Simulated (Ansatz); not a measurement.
# Calculated with Ansatz: ScB2, relaxation

Launch command:

```bash
ansatz run input.yaml --threads 2 --pin off --max-ram 3584MiB --backend cpu --events-out ev --progress --plain --runs-dir out
```

input.yaml:

```yaml
crystal:
  lattice:
    - [1.598781, 2.76917, 0.0]
    - [-1.598781, 2.76917, 0.0]
    - [0.0, 0.0, 3.573149]
  atoms:
    - { symbol: Sc, position: [0.0, 0.0, 0.0] }
    - { symbol: B, position: [0.3333, 0.3334, 0.5] }
    - { symbol: B, position: [0.6666, 0.6667, 0.5] }
  symmetry: { tolerance: 0.0003 }
kpoints:
  mp_grid: { grid: [12, 12, 6], shift: [0, 0, 0] }
magnetization:
  spin_polarized: false
scf:
  occupations: { method: gaussian, width: 0.0836 }
  lower_state_search: "off"
hamiltonian:
  pseudopotentials: { kind: paw }
  xc: r2scan
basis:
  ecutwfc: 500
  fft_grid_basis: typed
relax:
  max_steps: 80
  cell: { p_target: 20.0 }
  f_tol: 0.03
output:
  forces: true
  stress: true
  eigenvalues: true
  bader: true
  populations: true
  elf: true
  write_potential: true
  volumetric_format: npy
  dos:
    e_range: [-12, 8]
    de: 0.05
    projected: { site_lists: { B: [B], Sc: [Sc] } }
checkpoint:
  read: saved_state
```

Origin of the cell: a database entry, scaled a little.

The saved state is a converged single point of the same cell.

Excerpt of the output:

```
Warning: the atoms were moved onto the symmetric positions of the space group found under crystal.symmetry.tolerance 3.0e-4 (fractional; no operation is sought that the atoms, as they stand i […]
Pseudopotentials: kind: paw
Pseudopotential: Sc, paw, valence charge 11, recommended cutoff 500 eV (meta_gga), Sc.paw.azcp
Pseudopotential: B, paw, valence charge 3, recommended cutoff 500 eV (meta_gga), B.paw.azcp
Functional definition: r2SCAN
  exchange = r2scan_x(k0 = k0, k1 = k1, a1 = a1)
  correlation = r2scan_c
Crystal: 3 atoms, lattice volume = 31.639 Å³
Basis set: ecut = 500 eV, 787 PW (Γ), exchange–correlation on 96×96×108 points (64 copies of the dense FFT grid, shifted against one another)
Bands: 13, of which v1, the nominal top of the filled ones, is band 9 counted from 1 (8 counted from 0)
Symmetry: 24 space group operations
[… 9 lines left out …]
Initial density: read from a saved state, or passed on in memory by an earlier SCF of this step, an earlier step, the calling program or the single point that the run made first
Functional: x = r2scan, c = r2scan; τ floored in thin density (d = 2e-4 eV/Å³)
SCF iter   1: F=-2456.385199 eV  HF=-2456.385847 eV  Δρ=1.43e-3  dr2=9.40e-4  dr2_τ=7.14e-4
SCF iter   2: F=-2456.385574 eV  HF=-2456.385790 eV  Δρ=8.32e-4  dr2=2.88e-4  dr2_τ=3.40e-5
SCF iter   3: F=-2456.385736 eV  HF=-2456.385724 eV  Δρ=3.11e-4  dr2=9.58e-6  dr2_τ=1.95e-6
SCF iter   4: F=-2456.385739 eV  HF=-2456.385738 eV  Δρ=4.17e-5  dr2=1.75e-7  dr2_τ=5.67e-8
SCF iter   5: F=-2456.385739 eV  HF=-2456.385739 eV  Δρ=9.00e-6  dr2=8.67e-9  dr2_τ=2.38e-9
relax step   1: F+E_penalty+E_count = -2456.385739 eV  Δ(F+E_penalty+E_count) = +0.000e0 eV  max|allowed force component| = 0.0 eV/Å  Δτ_max = 0.0000 Å  P = -8.725 GPa  Ω = 31.639 Å³  (5 SCF […]
relax step   2: F+E_penalty+E_count = -2456.324308 eV  Δ(F+E_penalty+E_count) = +6.143e-2 eV  max|allowed force component| = 9.869e-17 eV/Å  Δτ_max = 0.0000 Å  P = +16.031 GPa  Ω = 28.039 Å³ […]
relax step   3: F+E_penalty+E_count = -2456.272545 eV  Δ(F+E_penalty+E_count) = +5.176e-2 eV  max|allowed force component| = 2.467e-17 eV/Å  Δτ_max = 0.0000 Å  P = +20.957 GPa  Ω = 27.570 Å³ […]
relax step   4: F+E_penalty+E_count = -2456.282747 eV  Δ(F+E_penalty+E_count) = -1.020e-2 eV  max|allowed force component| = 2.467e-17 eV/Å  Δτ_max = 0.0000 Å  P = +20.113 GPa  Ω = 27.634 Å³ […]
relax step   5: F+E_penalty+E_count = -2456.284307 eV  Δ(F+E_penalty+E_count) = -1.559e-3 eV  max|allowed force component| = 9.869e-17 eV/Å  Δτ_max = 0.0000 Å  P = +20.000 GPa  Ω = 27.647 Å³ […]
relax step   6: F+E_penalty+E_count = -2456.282655 eV  Δ(F+E_penalty+E_count) = +1.652e-3 eV  max|allowed force component| = 6.168e-17 eV/Å  Δτ_max = 0.0000 Å  P = +19.964 GPa  Ω = 27.647 Å³  stress off target by 3.62e-2 GPa […]
SCF 6 converged in 6 iterations: F = -2456.282655 eV  dr2 = 1.21e-11
basis re-selected at this cell: Δ(F+E_penalty+E_count) = +1.652e-3 eV, ΔP = -0.035 GPa vs the last step (what re-selecting the basis moved, of the pressure what is left beyond the Pulay corre […]
SCF converged after 6 iterations
Free energy (F): -2456.282655 eV
Harris-Foulkes:  -2456.282655 eV  (|F-HF|=6.82e-12)
Internal energy: -2456.278302 eV  (E = F + TS)
E sigma→0 (E₀):  -2456.280478 eV
Entropy (-TS):   -0.004353 eV (-1.451 meV/atom)
Fermi energy:    13.342716 eV
--- Per-component energies (eV) ---
  E_band       = -82.710507
  E_kinetic    = 368.664961
  E_local      = -692.113853  (includes V_loc(G=0)·N_el)
  E_nonlocal   = 103.267149
  E_hartree    = 241.017048
  E_xc         = -167.449050
  E_vxc        = -230.210228  (∫ρ·V_xc dr)
  E_paw        = -1124.573830  (= ΣΔE_a)
  E_vpaw       = -127.595279  (= ΣTr[D̂ρ^β])
  E_aug_tail   = 0.000001  (compensation charges beyond the density's cutoff)
  E_vtau       = 13.242717  (kinetic-family band-sum trace: ∫τ·v_τ [+ j·A + Jᵃ·Aᵃ] dr)
  E_ewald      = -1184.815352
  E_core_change = -0.275376  (= ΣΔE_core)
  E_smearing   = -0.004353  (= −TS)
  Σ components = -2456.282655   (vs F -2456.282655, Δ=0.00e0)
--- Forces (eV/Å), atoms counted from 1 ---
  atom   1  Sc     0.000000    -0.000000     0.000000
  atom   2  B      0.000000     0.000000     0.000000
  atom   3  B     -0.000000     0.000000    -0.000000
  max |Σ_I F_I| component: 3.70e-17 eV/Å
--- Stress (GPa, compression-positive) ---
       19.964533      -0.000000      -0.000000
       -0.000000      19.964533      -0.000000
       -0.000000      -0.000000      19.963806
  P = ⅓ Tr σ = 19.9643 GPa (199.643 kbar)
--- Relaxed structure (5 steps of the walk, 5 accepted, 1 SCFs on fresh bases) ---
  F+E_penalty+E_count = -2456.282655 eV   max|allowed force component| = 6.168e-17 eV/Å   (the final SCF, on the basis selected at the relaxed cell)
  cell:  # Å, volume = 27.6468 Å³
    - [1.529748, 2.649602, 0.0]
    - [-1.529748, 2.649602, 0.0]
    - [0.0, 0.0, 3.410467]
  atoms:
    - { symbol: Sc, position: [-3.392e-17, -1.097e-17, 0.0] }
    - { symbol: B, position: [0.333333, 0.333333, 0.500000] }
    - { symbol: B, position: [0.666667, 0.666667, 0.500000] }
--- Löwdin populations: 3 sites ---
  site symbol       q [e]
     0     Sc     10.1085
     1      B      3.4325
     2      B      3.4325
  spilling = 0.001555 (of n_electrons = 17.000000)
--- Bader charges: 3 sites ---
  site symbol  charge [e]  shift [e]
     0     Sc      1.5658     0.0005
     1      B     -0.7832     0.0003
     2      B     -0.7826     0.0003
  estimated error of the sums over rays = 4.7e-4 e
```

Before:

Space group P6/mmm (No. 191); the run's cell has a = 3.198 Å, b = 3.198 Å, c = 3.573 Å, α = 90.00°, β = 90.00°, γ = 60.00°. Shortest distances: B–B 1.85 Å, B–Sc 2.57 Å, Sc–Sc 3.20 Å.

The relaxed structure.

Space group P6/mmm (No. 191); the run's cell has a = 3.059 Å, b = 3.059 Å, c = 3.410 Å, α = 90.00°, β = 90.00°, γ = 60.00°. Shortest distances: B–B 1.77 Å, B–Sc 2.46 Å, Sc–Sc 3.06 Å.

- Enthalpy lowered by: 131.7 meV/atom
- Volume change: -12.62 %
- Final pressure: 19.96 GPa
- Relaxation steps listed: 6

Caveats: no moments, though an odd count or open d shells may carry them; the k mesh is coarse if the cell is a metal; the relaxation held the start's symmetry, so the end may be a saddle point.

The run took 14 s on 2 threads of Intel(R) Xeon(R) 6975P-C (Granite Rapids), with other jobs on the host, peak memory 0.49 GiB, from a saved density.
